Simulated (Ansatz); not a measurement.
Nb$_{2}$SnC in space group P6_3/mmc (No. 194; Nb on 4f, Sn on 2d, C on 2a) at seven volumes, PBEsol (plane waves, PAW; program Ansatz), shape and atoms relaxed at each. One row is withheld.

```json
[
 {"V (Å³/atom)": "14.147", "P (GPa)": "20.69"},
 {"V (Å³/atom)": "14.613", "P (GPa)": "12.56"},
 {"V (Å³/atom)": "15.080", "P (GPa)": "5.83"},
 {"V (Å³/atom)": "15.546", "P (GPa)": "0.00"},
 {"V (Å³/atom)": "16.012", "P (GPa)": "?"},
 {"V (Å³/atom)": "16.479", "P (GPa)": "-8.88"},
 {"V (Å³/atom)": "16.945", "P (GPa)": "-12.24"}
]
```

Task: Fit the shown pressures and predict the withheld one.

Result: P = (3/2)B₀(x^(7/2) − x^(5/2))[1 + (3/4)(B′ − 4)(x − 1)] with x = (V₀/V)^(2/3). Least squares on the six rows gives V₀ = 15.549 Å³/atom, B₀ = 175 GPa, B′ = 4.74. At V = 16.012, x = 0.9806 and P = -4.79 GPa. The run itself gave -4.84 GPa.

The first step of the workflow began from a Materials Project structure, measured or hypothetical; the Crystallography Open Database copy checked does not list it. Its standing as an ambient phase is unchecked. The PBEsol relaxation kept the symmetry of its start; phonons on a q-mesh show no instability. No spin polarisation was allowed. Spin–orbit coupling is left out wherever it is not named.

Potentials: the later of the program's two PAW sets.
